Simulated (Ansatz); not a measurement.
Surface calculation: fcc Ni (100), 4 layers

The slab is cut from the fcc crystal, the stable phase, as relaxed on PAW files (10.91 Å³/atom), with 16 Å of vacuum and a dipole correction:

```
Ni
1.0
     2.48939    0.00000    0.00000
     0.00000    2.48939    0.00000
     0.00000    0.00000   21.28080
Ni
4
Direct
  0.25000 0.25000 0.37593
  0.75000 0.75000 0.45864
  0.25000 0.25000 0.54136
  0.75000 0.75000 0.62407
```

Level of theory: DFT with PBE, scalar-relativistic, in Ansatz 0.2.0; a Γ-centred 16×16×1 k mesh, Fermi–Dirac smearing of 0.1 eV, spin-polarised from start moments Ni1 1, Ni2 1, Ni3 1, Ni4 1 μB. LAPW: all electrons, basis error target 1 meV/atom; PAW: frozen-core files, cutoff 420 eV.

The bulk energy comes from a cell in the slab's orientation on a 16×16×12 mesh. The surface energy is (E(slab) − N·E(bulk))/2A at zero smearing, the mean of both faces; thin slabs carry quantum-size effects.

Other magnetic orders may lie lower.

Question: As cut, the LAPW slab lies 1.766 eV above 4 atoms of bulk. What surface energy is that?

Answer: Over two faces of 6.20 Å² it is 142.5 meV/Å², and times 16.02 J/m² per eV/Å² that gives γ = 2.282 J/m².

Question: What do relaxation and the other method give, and what work function comes out?

Answer: 

| method | γ as cut (J/m²) | γ relaxed (J/m²) | Φ as cut (eV) | Φ relaxed (eV) |
| --- | --- | --- | --- | --- |
| LAPW | 2.282 | 2.251 | 4.88 | 4.88 |
| PAW | 2.282 | 2.250 | 4.88 | 4.88 |

Question: How do the spacings between the planes relax?

Answer: From the bottom face up: d12 -3.7 % of 1.760 Å, d23 +1.5 % of 1.760 Å, d34 -3.7 % of 1.760 Å.

Question: How do the moments vary through the slab?

Answer: Ni1 0.75, Ni2 0.68, Ni3 0.68, Ni4 0.75 μB in the LAPW spheres; the bulk has Ni 0.65 μB.

Question: What changes if the images along the normal are cut off in place of the dipole correction?

Answer: LAPW then gives: no gap, work function 4.88 eV; PAW: no gap, work function 4.88 eV.

Question: What changes if the vacuum is set to 13 Å?

Answer: LAPW then gives: no gap, work function 4.88 eV; PAW: no gap, work function 4.88 eV.
